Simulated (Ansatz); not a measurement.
TePt:
```
CELL_PARAMETERS angstrom
      1.99133    -5.39447     0.00000
      1.99133     5.39447     0.00000
      0.00000     0.00000     3.88925
ATOMIC_POSITIONS crystal
  Te 0.64307 0.35693 0.25000
  Pt 0.89016 0.10984 0.25000
  Te 0.35693 0.64307 0.75000
  Pt 0.10984 0.89016 0.75000
```

Relaxed with r²SCAN. Special points in fractions of this cell's reciprocal vectors: Γ (0.000, 0.000, 0.000); Y (-0.500, 0.500, 0.000); C0 (-0.284, 0.716, 0.000); Σ0 (0.284, 0.284, 0.000); Z (0.000, 0.000, 0.500); A0 (0.284, 0.284, 0.500); E0 (-0.284, 0.716, 0.500); T (-0.500, 0.500, 0.500); S (0.000, 0.500, 0.000); R (0.000, 0.500, 0.500).

Task: List the band energies nearest the Fermi level at these points for plane-wave PAW r²SCAN (Ansatz code).

Result: In eV from the Fermi level; about four levels below and three above (degenerate sets whole), none deeper than 8.9 eV; points with the same levels are listed once.

```
k                     below                above
--  -----------------------  -------------------
Γ   -1.38 -1.23 -0.42 -0.27       1.27 2.61 6.48
Y   -0.65 -0.48 -0.25 -0.19       2.19 4.71 4.90
C0  -2.83 -2.62 -2.54 -2.32       0.01 2.24 2.30
Z   -2.75 -2.75 -2.61 -2.61  0.05 0.05 2.58 2.58
A0  -1.87 -1.87 -0.52 -0.52  2.38 2.38 7.16 7.16
T   -2.94 -2.94 -1.99 -1.99  2.13 2.13 2.19 2.19
S   -2.63 -2.57 -2.28 -0.57       1.10 2.33 2.35
R   -2.13 -2.13 -0.89 -0.89  2.21 2.21 6.74 6.74
```

Space group Cmcm. The start of the workflow was typed in or built on a structure type; neither database checked (COD, Materials Project) lists it. COD files the formula under space group No. 166, 194. Its standing as an ambient phase is unchecked. Symmetry was held in the r²SCAN relaxation; whether a distortion lowers the energy is not shown. The run is not spin-polarised. Spin–orbit coupling is left out wherever it is not named.

Potentials: the later of the program's two PAW sets.
